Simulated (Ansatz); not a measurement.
K2ZnI4:
```xyz
14
Lattice="7.8655 0.0000 0.0000 0.0000 8.1692 0.0000 -2.9883 0.0000 9.1589" Properties=species:S:1:pos:R:3 pbc="T T T"
K      0.0739     2.0423     5.0704
K      4.8033     6.1269     4.0885
K      1.8223     2.0423     0.6016
K      3.0549     6.1269     8.5574
Zn     4.0284     2.0423     6.4004
Zn     0.8488     6.1269     2.7585
I      3.4139     2.0423     3.8628
I      1.4633     6.1269     5.2961
I     -0.7016     0.0100     2.2184
I      5.5788     8.1592     6.9406
I      5.5788     4.0946     6.9406
I     -0.7016     4.0746     2.2184
I      1.9745     2.0423     8.0185
I      2.9027     6.1269     1.1405
```

Relaxed with r²SCAN. Special points in fractions of this cell's reciprocal vectors: Γ (0.000, 0.000, 0.000); Z (0.000, 0.500, 0.000); D (0.000, 0.500, 0.500); B (0.000, 0.000, 0.500); A (-0.500, 0.000, 0.500); E (-0.500, 0.500, 0.500); C2 (-0.500, 0.500, 0.000); Y2 (-0.500, 0.000, 0.000).

### Question
List the band energies nearest the valence-band maximum at these points for DFT-r²SCAN in the program Ansatz with PAW potentials.

### Answer
In eV from the valence-band maximum; about four levels below and three above (degenerate sets whole), none deeper than 8.9 eV; points with the same levels are listed once.

```tsv
k	below	above
Γ	-0.35 -0.24 -0.20 0.00	3.70 4.08 4.96
Z	-0.43 -0.43 -0.40 -0.40	4.33 4.33 5.73 5.73
D	-0.43 -0.43 -0.33 -0.33	4.58 4.58 5.71 5.71
B	-0.41 -0.34 -0.19 -0.07	4.23 4.27 5.28
A	-0.41 -0.36 -0.22 -0.10	4.16 4.30 5.35
E	-0.51 -0.51 -0.40 -0.40	4.67 4.67 5.95 5.95
C2	-0.43 -0.43 -0.33 -0.33	4.30 4.30 5.51 5.51
Y2	-0.43 -0.39 -0.24 -0.13	3.83 4.10 5.18
```

Space group P2_1/m. The workflow started from a Materials Project entry (that database holds measured and hypothetical structures alike); the Crystallography Open Database copy checked does not list it. Its standing as an ambient phase is unchecked. The cell was relaxed with r²SCAN under the symmetry of its start; its stability against distortions is not shown here. Scalar-relativistic: spin–orbit coupling is off unless named, which matters more the heavier the elements.

Potentials: the later of the program's two PAW sets.
